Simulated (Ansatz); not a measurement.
Here is the system:

BC$_{5}$:
```yaml
crystal:
  lattice:
    - [-1.25765, 1.25765, 5.69615]
    - [1.25765, -1.25765, 5.69615]
    - [1.25765, 1.25765, -5.69615]
  atoms:
    - { symbol: B, position: [0.75000, 0.25000, 0.50000] }
    - { symbol: C, position: [0.84375, 0.84375, 0.00000] }
    - { symbol: C, position: [0.15625, 0.15625, 0.00000] }
    - { symbol: C, position: [0.50000, 0.50000, 0.00000] }
    - { symbol: C, position: [0.41988, 0.91988, 0.50000] }
    - { symbol: C, position: [0.08012, 0.58012, 0.50000] }
```

This is the PBE-relaxed structure.

Q: All from DFT-PBE in the program Ansatz with PAW potentials, unless another level is named. Give the electronic character.

A: metallic (no gap).

Q: Predict the formation energy from the elements (no fitted shifts).

A: 0.22 eV/atom.

Q: What about the density of states at the Fermi level?

A: 0.10 states/eV per atom (mean over ±0.08 eV).

Space group I-4m2. The first step of the workflow began from a Materials Project structure, measured or hypothetical; the Crystallography Open Database copy checked does not list it. Its standing as an ambient phase is unchecked. The PBE relaxation kept the symmetry of its start; whether a distortion lowers the energy is not shown. Its formation energy is positive at this level, so the cell may be metastable or incomplete. The references are the lowest solids computed at this level, not always the standard phases.

Potentials: the later of the program's two PAW sets.
